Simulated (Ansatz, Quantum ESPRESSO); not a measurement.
**One calculation of TaAs, 3 ways**

```
CELL_PARAMETERS angstrom
-1.72181 1.72181 5.86794
1.72181 -1.72181 5.86794
1.72181 1.72181 -5.86794
ATOMIC_POSITIONS crystal
Ta 0.49997 0.49997 0.00000
Ta 0.24997 0.74997 0.50000
As 0.08263 0.08263 0.00000
As 0.83263 0.33263 0.50000
```

The cell is a database's computed one, not the measured one.

Alike in all runs: task band structure; functional PBEsol; k mesh 11 × 11 × 11; occupations fermi-dirac, width 0.05 eV; no spin polarisation; no spin-orbit coupling. Pressure is positive in compression and, in plane waves, holds the error of the finite cutoff, which Ansatz's Pulay term estimates and takes out.

| program and potentials | plane-wave cutoff (eV) | notes | pressure (GPa) |
| --- | --- | --- | --- |
| Ansatz, PAW datasets made for the crystal | 420 | 21 valence electrons an atom on average | ? |
| Quantum ESPRESSO, GBRV 1.5 PBEsol | 762 | 9 valence electrons an atom on average | -3.16 |
| Ansatz, all-electron LAPW, scalar-relativistic | - | - | -3.77 |

Q: Estimate from the other rows what the run with Ansatz, PAW datasets made for the crystal gave.

A: Pressure -3.78 GPa. The other rows, which needn't bracket it: pressure -3.77 to -3.16.
